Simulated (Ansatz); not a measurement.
AlN (rock salt, Fm-3m), a = b = c = 4.0377 Å, α = β = γ = 90.00°; the cell used has 2 atoms.

Relaxed with r²SCAN. r²SCAN in the plane-wave PAW code Ansatz gives a gap of 5.52 eV.

### Question
What gap does HSE06 give on the same cell (Ansatz, PAW)?

### Answer
6.08 eV, 0.56 eV more. The hybrid was solved on a coarser mesh and at special points; its gap is the smallest among all of these.

| k | v1 r²SCAN | c1 r²SCAN | v1 HSE06 | c1 HSE06 |
|---|---|---|---|---|
| Γ | 0.00 | 6.53 | [?] | [?] |
| X | -2.90 | 5.52 | -3.06 | 6.08 |
| L | -1.15 | 6.94 | [?] | [?] |
| W | -3.95 | 9.09 | [?] | [?] |
| K | -2.39 | 6.74 | [?] | [?] |

### Question
Top valence (v1) and lowest conduction level (c1) in eV from each method's valence maximum (which need not be a listed point): supply the withheld HSE06 values.

### Answer

- L, v1 HSE06: -1.19
- L, c1 HSE06: 7.57
- W, v1 HSE06: -4.18
- W, c1 HSE06: 9.79
- K, v1 HSE06: -2.51
- K, c1 HSE06: 7.31
- Γ, v1 HSE06: 0.00
- Γ, c1 HSE06: 7.27

Cost on shared cores: the r²SCAN run (SCF on a 12×12×12 mesh, then bands and DOS) around 8 core-seconds (rough), the HSE06 run (SCF on 9×9×9, then a few points) very roughly 70 core-seconds; the tasks are unlike.

This is a known high-pressure phase of the composition, computed here at zero pressure and temperature. The cell was relaxed with r²SCAN under the symmetry of its start; phonons on a q-mesh show no instability.

Potentials: the later of the program's two PAW sets.
